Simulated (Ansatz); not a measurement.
## Ag: comparing deformations

Level of theory: DFT PBEsol, scalar-relativistic, plane waves, PAW (Ansatz). The runs took a 420 eV cutoff, a Γ-centred 24×24×14 mesh and Gaussian smearing (0.15 eV). No spin polarisation. Energies are free energies at this smearing, counted from the undisturbed cell; pressure is positive in compression.

Zero of the scan (relaxed at this level; with this scan's settings it stands at -0.1 GPa; this form isn't the usual structure):

```
Ag
1.0
     2.86706    0.00000    0.00000
    -1.43353    2.48295    0.00000
     0.00000    0.00000    4.69071
Ag
2
Cartesian
  0.0000 1.6553 1.1727
  1.4335 0.8276 3.5180
```

The cell is strained by ε times a Voigt pattern (xx, yy, zz, yz, xz, xy; engineering shear) with fractional coordinates fixed. τ = (1/V0) dE/dε comes from the stress tensor. Of each scan, only the three points used here are listed.

```csv
pattern,ε,τ (GPa)
"(0, 0, 1, 0, 0, 0)",-0.0150,-3.36
"(0, 0, 1, 0, 0, 0)",0.0000,-0.22
"(0, 0, 1, 0, 0, 0)",0.0150,2.50
"(1, 1, 0, 0, 0, 0)",-0.0200,-12.06
"(1, 1, 0, 0, 0, 0)",0.0000,0.44
"(1, 1, 0, 0, 0, 0)",0.0100,5.61
```

**Question.** Which constants do the scans give, and which deformation costs least for the same size of strain tensor?

**Answer.** The slope dτ/dε at zero (parabola through three points) is pᵀCp: (0, 0, 1, 0, 0, 0) gives C33 = 195 GPa; (1, 1, 0, 0, 0, 0) gives C11 + C22 + 2 C12 = 553 GPa. The size of the strain tensor, ε:ε, is ε² times 1.0, 2.0. Per unit of it the stiffnesses are 195, 276 GPa, so (0, 0, 1, 0, 0, 0) is the softest of these: at ε:ε = (1 %)² the quadratic term costs 1.02 meV/atom against 1.44 for the stiffest. These are clamped-ion values.

In a metal these slopes depend on the k mesh and the smearing.

Cost: 17 runs of about 9.8 core-minutes in all, on Intel Xeon Processor @ 2.50GHz (Skylake/Cascade Lake) (shared hosts).